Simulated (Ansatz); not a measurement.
## Levels of theory for Sn5C (ordering on diamond)

All numbers come from the plane-wave code Ansatz. The calculation is non-magnetic, and the structure need not be a phase that has been made.

Sn5C as one 6-atom ordering (P3m1) on the diamond lattice, relaxed with r2SCAN. Space group P3m1 (No. 156), trigonal; a = 4.276 Å, c = 10.877 Å in the conventional setting, 28.70 Å³ an atom. Around C lie 4 Sn at 2.18–2.52 Å; around Sn lie 10 Sn at 2.76–4.28 Å; around Sn lie 10 Sn at 2.78–4.28 Å; around Sn lie 3 C at 2.52 Å and 10 Sn at 2.88–4.28 Å; around Sn lie 1 C at 2.18 Å and 12 Sn at 2.78–4.28 Å.

```
C Sn
1.0
     4.27561    0.00000    0.00000
    -2.13781    3.70279    0.00000
     0.00000    0.00000   10.87692
C Sn
1 5
Direct
  0.00000 0.00000 0.00177
  0.66667 0.33333 0.69147
  0.33333 0.66667 0.32053
  0.66667 0.33333 0.95603
  0.33333 0.66667 0.57765
  0.00000 0.00000 0.20255
```

Relaxed lattice by functional, symmetry kept:
```
functional  k mesh  a (Å)   c (Å)  volume (Å³/atom)
       PBE   6×6×2  4.300  11.102             29.63
    r2SCAN   6×6×2  4.276  10.877             28.70
```

Band edges at fixed r2SCAN geometry:
```json
{"level": "PBE", "k mesh": "12×12×2", "gap (eV)": "none (overlap 1.16)", "kind": "–", "edges": "–", "least direct gap (eV)": "–"}
{"level": "PBE+SOC", "k mesh": "12×12×2", "gap (eV)": "none (overlap 0.95)", "kind": "–", "edges": "–", "least direct gap (eV)": "–"}
{"level": "r2SCAN", "k mesh": "12×12×2", "gap (eV)": "none (overlap 1.07)", "kind": "–", "edges": "–", "least direct gap (eV)": "–"}
```
All runs use a smearing of 0.02 eV.
Wave cutoffs: 420 eV, 500 eV (r2SCAN).

r2SCAN gives no gap: the lowest nominally empty band dips 1.07 eV below the top of the last filled one (its bottom at L, the top at Γ), so the cell is a metal or semimetal at this level. With PBE+SOC the bands overlap by 0.95 eV (counted from 1, band 74 peaks at Γ and band 75 bottoms out at L): no gap.

No level opens a gap, but no hybrid is among them, and semilocal functionals can close a real gap.

Only the levels marked +SOC include spin-orbit coupling.
